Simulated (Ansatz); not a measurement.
Cr3Si8Mo: vibrational free energy, entropy and heat capacity

Level of theory: Ansatz 0.2.0, DFT PBE, scalar-relativistic, plane waves, PAW. Cutoff 420 eV, 10×10×4 k-points (Γ-centred), Fermi-Dirac smearing of 0.15 eV. No spin polarisation. Phonons by linear response, acoustic sum rule imposed.

The cell, relaxed at this level:
```cif
data_structure
_symmetry_space_group_name_H-M 'P 1'
_symmetry_Int_Tables_number 1
_cell_length_a 4.4121
_cell_length_b 4.4121
_cell_length_c 8.8181
_cell_angle_alpha 90.000
_cell_angle_beta 90.000
_cell_angle_gamma 119.901
_cell_volume 148.81
loop_
_atom_site_label
_atom_site_type_symbol
_atom_site_fract_x
_atom_site_fract_y
_atom_site_fract_z
_atom_site_occupancy
Cr1 Cr 0.50000 0.50000 0.74745 1
Cr2 Cr 0.00000 0.00000 0.50000 1
Cr3 Cr 0.50000 0.50000 0.25255 1
Si1 Si 0.66366 0.33634 0.00000 1
Si2 Si 0.16458 0.83542 0.74458 1
Si3 Si 0.66171 0.33829 0.50000 1
Si4 Si 0.16458 0.83542 0.25542 1
Si5 Si 0.33634 0.66366 0.00000 1
Si6 Si 0.83542 0.16458 0.74458 1
Si7 Si 0.33829 0.66171 0.50000 1
Si8 Si 0.83542 0.16458 0.25542 1
Mo1 Mo 0.00000 0.00000 0.00000 1
```

It was reached by relaxing an invented guess, and it needn't be the stable form of this composition. In a metal, frequencies and elastic constants depend on the k mesh and the smearing, soft modes and shear constants most. The q mesh is coarse, so values between its points are rough.

Force constants from linear response on a 2×2×1 q mesh, interpolated to a fine mesh.

Phonon density of states, in bins of 10 cm⁻¹:
```tsv
bin centre (cm⁻¹)	share of modes (%)
5	0.0
15	0.0
25	0.0
35	0.0
45	0.0
55	0.1
65	0.1
75	0.1
85	0.2
95	0.2
105	0.3
115	0.3
125	0.4
135	0.5
145	0.6
155	0.7
165	0.9
175	1.2
185	1.5
195	2.2
205	3.8
215	3.9
225	3.5
235	3.0
245	4.2
255	4.6
265	4.4
275	4.7
285	5.9
295	5.8
305	6.7
315	5.0
325	3.4
335	2.2
345	3.0
355	2.0
365	1.8
375	3.0
385	2.2
395	2.1
405	3.1
415	3.7
425	2.3
435	2.0
445	1.9
455	1.9
465	0.6
```

(1) How much zero-point energy does an atom carry?

(2) How large are the vibrational entropy and heat capacity at 300 K?

(3) Tabulate them against temperature.

Results:

(1) 55.7 meV.

(2) S = 2.29 k_B and C_V = 2.51 k_B per atom, 84 % of the Dulong–Petit value.

(3)
| T (K) | F_vib (meV/atom) | S (k_B/atom) | C_V (k_B/atom) |
| --- | --- | --- | --- |
| 100 | 55.0 | 0.33 | 0.88 |
| 200 | 47.8 | 1.36 | 2.06 |
| 300 | 31.9 | 2.29 | 2.51 |
| 400 | 8.8 | 3.05 | 2.71 |
| 500 | -20.2 | 3.66 | 2.81 |
| 600 | -54.1 | 4.18 | 2.87 |
| 700 | -92.1 | 4.63 | 2.90 |
| 800 | -133.6 | 5.02 | 2.92 |
| 900 | -178.4 | 5.36 | 2.94 |
| 1000 | -225.9 | 5.67 | 2.95 |
